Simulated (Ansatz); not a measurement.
**Quadrupolar parameters in Cs2W3SeO12**

The cell is a computed structure from the Materials Project (it need not be an observed phase), atoms as given.

```
CELL_PARAMETERS angstrom
7.36013 0.00000 0.00000
-3.68006 6.37406 0.00000
0.00000 0.00000 13.16243
ATOMIC_POSITIONS crystal
Cs 0.66667 0.33333 0.22130
Cs 0.33333 0.66667 0.09463
Cs 0.33333 0.66667 0.72130
Cs 0.66667 0.33333 0.59463
W 0.81239 0.66158 0.89457
W 0.15081 0.81239 0.39457
W 0.18761 0.33842 0.39457
W 0.66158 0.84919 0.39457
W 0.84919 0.18761 0.89457
W 0.33842 0.15081 0.89457
Se 0.00000 0.00000 0.67687
Se 0.00000 0.00000 0.17687
O 0.87716 0.12653 0.73169
O 0.75064 0.87716 0.23169
O 0.12653 0.24936 0.23169
O 0.87347 0.75064 0.73169
O 0.24936 0.12283 0.73169
O 0.12283 0.87347 0.23169
O 0.91035 0.45903 0.85501
O 0.45131 0.91035 0.35501
O 0.45903 0.54869 0.35501
O 0.54097 0.45131 0.85501
O 0.54869 0.08965 0.85501
O 0.08965 0.54097 0.35501
O 0.87229 0.75235 0.40202
O 0.11994 0.87229 0.90202
O 0.75235 0.88006 0.90202
O 0.24765 0.11994 0.40202
O 0.88006 0.12771 0.40202
O 0.12771 0.24765 0.90202
O 0.19113 0.79667 0.52471
O 0.39446 0.19113 0.02471
O 0.79667 0.60554 0.02471
O 0.20333 0.39446 0.52471
O 0.60554 0.80887 0.52471
O 0.80887 0.20333 0.02471
```

Atom numbers follow the list; atoms alike are taken as one site, whose name carries the number of the first.

Level of theory: DFT, PBE, plane waves and PAW, scalar-relativistic, 420 eV cutoff, Γ-centred 4×4×2 k-points, Fermi–Dirac smearing 0.02 eV (Ansatz 0.2.0).

C_Q = eQV_zz/h, which is 24.18 MHz for Q = 1 b and V_zz = 10²¹ V/m²; η = (V_xx − V_yy)/V_zz. Directions are in the Cartesian axes of the cell vectors above, for the atom listed; none is given where the gradient is under 0.02 or η is above 0.95.

Question: Which values are expected at the nuclei?

Answer: 

| site | first atom | first shell | V_zz (10²¹ V/m²) | η | direction of V_zz (x, y, z) |
| --- | --- | --- | --- | --- | --- |
| Cs1 | 1 | 15 O at 3.12–3.73 Å | -3.96 | 0.00 | 0.00 0.00 1.00 |
| Cs2 | 2 | 3 O at 3.21 Å; also 3 O at 3.68 Å | 1.22 | 0.00 | 0.00 0.00 1.00 |
| W | 5 | 6 O at 1.75–2.22 Å | 10.16 | 0.92 | 0.82 0.10 -0.56 |
| Se | 11 | 3 O at 1.75 Å | -34.7 | 0.00 | 0.00 0.00 1.00 |
| O13 | 13 | 1 Se at 1.75 Å, 1 W at 2.22 Å, angle 129°; also 1 Cs at 3.21 Å | 13.61 | 0.15 | 0.78 -0.46 -0.42 |
| O19 | 19 | 2 W at 1.89–2.02 Å, angle 136°; also 1 Cs at 3.22 Å | 4.02 | 0.84 | -0.48 0.87 0.05 |
| O25 | 25 | 2 W at 1.87–2.01 Å, angle 150° | -4.55 | 0.76 | -0.01 0.03 1.00 |
| O31 | 31 | 1 W at 1.75 Å; also 1 Cs at 3.12 Å, 1 Se at 3.21 Å | -2.93 | 0.42 | 0.20 0.06 0.98 |

An axis of threefold or higher order runs through Cs1, Cs2 and Se, so V_zz lies along it and η is zero. At O13 V_zz points along the shorter of its two bonds, to Se (within 1°). At O31 V_zz points along its bond to W (within 7°).

The largest force is 0.6 eV/Å, so the atoms aren't at the calculated equilibrium and relaxing them would move these values. Without spin–orbit coupling the gradients at and beside W can be off by some per cent, at some sites by more.

The run took 2.3 min of wall time (2.3 min of CPU time) and 1.4 GiB at its peak, on 1 thread of Arm Neoverse V2 (aarch64; 8 cores open to the job, memory cap 3.0 GiB, no GPU), a shared host with a load of 0.3 a core.
